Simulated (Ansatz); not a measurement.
Mn3Co in space group P6_3/mmc (No. 194; Mn on 6h, Co on 2d), DFT-PBE in the program Ansatz with PAW potentials, all energies at zero smearing, with the estimated change up to a 700 eV cutoff added, with one set of potentials and settings (totals compare only within such a set). Cell of 8 atoms (6 Mn, 2 Co): -33645.499 eV.

```tsv
element	reference phase	E (eV/atom)
Mn	I-43m, 29 atoms in the cell, spin-polarised	-3898.8617
Co	P6_3/mmc, 2 atoms in the cell, spin-polarised	-5126.1559
```

Formation energy per atom, worked out: (-33645.499 − 6×(-3898.8617) − 2×(-5126.1559))/8 = -0.002 eV/atom (0 kJ per mol of atoms), at 0 K, without zero-point energy or fitted corrections.

The workflow started from a Materials Project entry (that database holds measured and hypothetical structures alike); the Crystallography Open Database copy checked does not list it. With Mn and Co taken as one species the cell has the higher symmetry P6_3/mmc, so it may be an ordered model of a mixed-site phase. Its standing as an ambient phase is unchecked. The cell was relaxed with PBE under the symmetry of its start; whether a distortion lowers the energy is not shown. The run is not spin-polarised. The references are the lowest solids computed at this level, not always the standard phases.

Potentials: the later of the program's two PAW sets.
